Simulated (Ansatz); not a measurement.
Crystals of one structure type (rock salt) and one family of elements, relaxed and computed with r²SCAN in the plane-wave PAW code Ansatz.

| crystal | V (Å³/atom) | highest Γ mode, no LO–TO term (cm⁻¹) |
|---|---|---|
| NaF | 12.12 | 262 |
| LiCl | 16.70 | 193 |
| KF | 18.80 | 193 |
| KCl | 31.15 | ? |
| KBr | 36.08 | 116 |
| KI | 44.58 | 101 |

Problem. Fit a straight line to ln ω against ln V and predict the withheld value.

Solution. Least squares on the 5 shown rows: ln ω = -0.72 × ln V + (7.343), with a scatter of 3 %. For KCl this gives 130. The run itself gave 145, outside the scatter: the line misses something about this case.

All cells were relaxed under the symmetry of their starts (and spin orders); stability against distortions was not tested throughout. Scalar-relativistic: spin–orbit coupling is off unless named, which matters more the heavier the elements.

Potentials: the later of the program's two PAW sets.
